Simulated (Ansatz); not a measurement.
This log comes from Ansatz, run on TiSn3O8 on the sites of the rutile structure (relaxed group Cmmm). The geometry is the r2SCAN minimum.

The cell:
```
CELL_PARAMETERS angstrom
3.33192 -3.33853 0.00000
3.33192 3.33853 0.00000
0.00000 0.00000 6.29591
ATOMIC_POSITIONS crystal
Sn 0.50000 0.50000 0.00000
Sn 0.00000 0.00000 0.74576
O 0.19429 0.19429 0.00000
O 0.80571 0.80571 0.00000
O 0.69078 0.30922 0.73974
O 0.30922 0.69078 0.73974
Ti 0.50000 0.50000 0.50000
Sn 0.00000 0.00000 0.25424
O 0.20293 0.20293 0.50000
O 0.79707 0.79707 0.50000
O 0.69078 0.30922 0.26026
O 0.30922 0.69078 0.26026
```

Abridged output:
```
Pseudopotential: Sn, paw, valence charge 14, recommended cutoff 500 eV (meta_gga)
Pseudopotential: O, paw, valence charge 6, recommended cutoff 500 eV (meta_gga)
Pseudopotential: Ti, paw, valence charge 12, recommended cutoff 500 eV (meta_gga)
Functional definition: r2SCAN
Crystal: 12 atoms, lattice volume = 140.068 Å³
Basis set: ecut = 500 eV, 3587 PW (Γ)
Bands: 63, of which v1, the nominal top of the filled ones, is band 51 counted from 1 (50 counted from 0)
Symmetry: 8 space group operations
k-points: 36 of 64 (irreducible under 1 space group operation, time reversal used)
preconditioner: auto → Resta (q_TF=auto, 2.588 Å⁻¹)  ε∞=3.9  [insulator: Δε(μ)=2.896 eV  ℏωp=30.4 eV]
SCF 1 converged in 11 iterations: F = -25174.663946 eV  dr2 = 9.05e-11
SCF 1 converged in 5 iterations: F = -25174.382227 eV  dr2 = 2.35e-8
Free energy (F): -25174.663946 eV
Fermi energy:    8.925616 eV
--- Dielectric response (ions clamped): 3 representative field directions + reference, inside a basis on a mesh of 64 k-points ---
  ε∞ (high-frequency dielectric tensor):
        4.626863     0.000000     0.000000
        0.000000     4.323456     0.000000
        0.000000     0.000000     5.021756
  Born effective charges Z* (e; rows j = field, columns β = displacement):
    site 0:
         4.41392    0.00000    0.00000
         0.00000    3.11760    0.00000
         0.00000    0.00000    5.40631
    site 1:
         4.27308    0.00000    0.00000
         0.00000    4.96994    0.00000
         0.00000    0.00000    4.46963
    site 2:
        -2.77096    0.00000    0.00000
         0.00000   -1.39974    0.00000
         0.00000    0.00000   -2.55945
    site 3:
        -2.77096    0.00000    0.00000
         0.00000   -1.39974    0.00000
         0.00000    0.00000   -2.55945
    site 4:
        -1.36404    0.00000    0.00000
         0.00000   -3.09101    0.56453
         0.00000    0.62971   -2.92870
    site 5:
        -1.36404    0.00000    0.00000
         0.00000   -3.09101   -0.56453
         0.00000   -0.62971   -2.92870
    site 6:
         6.25577    0.00000    0.00000
         0.00000    4.81576    0.00000
         0.00000    0.00000    6.35974
    site 7:
         4.27308    0.00000    0.00000
         0.00000    4.96994    0.00000
         0.00000    0.00000    4.46963
    site 8:
        -4.10887    0.00000    0.00000
         0.00000   -1.35486    0.00000
         0.00000    0.00000   -1.93581
    site 9:
        -4.10887    0.00000    0.00000
         0.00000   -1.35486    0.00000
         0.00000    0.00000   -1.93581
    site 10:
        -1.36404    0.00000    0.00000
         0.00000   -3.09101   -0.56453
         0.00000   -0.62971   -2.92870
    site 11:
        -1.36404    0.00000    0.00000
         0.00000   -3.09101    0.56453
         0.00000    0.62971   -2.92870
  ε∞ is read to err by 2.5e-2, Z* by 4.7e-2 e
```

**Question.** Write the input file that gave this output.

**Answer.**
```yaml
crystal:
  # lattice and atoms as above
kpoints:
  mp_grid: { grid: [4, 4, 4] }
hamiltonian:
  xc: r2scan
scf:
  occupations: { method: fixed }
dielectric: {}
```
A response with clamped ions alone is the dielectric block. Not every key shows in the log; this is the file that was used.

**Question.** What wall time did it need on 1 × NVIDIA H100 80GB HBM3 with 2 threads of AMD EPYC 7R13 Processor (Zen 3) (shared host), load about 2.1 per core, and how much host memory at the peak?

**Answer.** About 3 min, with a peak of 3.3 GiB.

The calculation is spin-unpolarised, and the structure need not be a phase that has been made.

For a response run the program warns that the ground state's bands aren't all converged, so ε∞ carries an extra error.
